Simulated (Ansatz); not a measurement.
**Structures of Ca$_{2}$Sc: which is lowest?**

Plane-wave DFT in Ansatz with scalar-relativistic PAW potentials, cutoff 420 eV, Γ-centred meshes chosen by cell and gap, Gaussian smearing with energies taken to zero width. Every cell was relaxed (cell and atoms) in a run of its own, within the symmetry of its start. Functional: PBE.

Relaxed structures (starts from databases or built by putting these elements on another compound's sites):
A. Fm-3m, 3 atoms in the computed cell, a = 8.058 Å; sites (symmetry × multiplicity) Ca -43m × 8, Sc m-3m × 4; start: built
B. Fd-3m, 6 atoms in the computed cell, a = 9.538 Å; sites (symmetry × multiplicity) Ca .-3m × 16, Sc -43m × 8; start: built

Q: Rank them by energy. Could pressure change the order?

A:
```csv
structure,group,E − E(lowest) (meV/atom),V (Å³/atom),gap on mesh (eV)
B,Fd-3m,0.0,36.15,0.00
A,Fm-3m,193,43.61,0.00
```

B is lowest, 193 meV/atom under A. The lowest is also the densest of these, so pressure wouldn't bring one of the others in at first order. Other structures may lie lower than all of these, and vibrations aren't counted.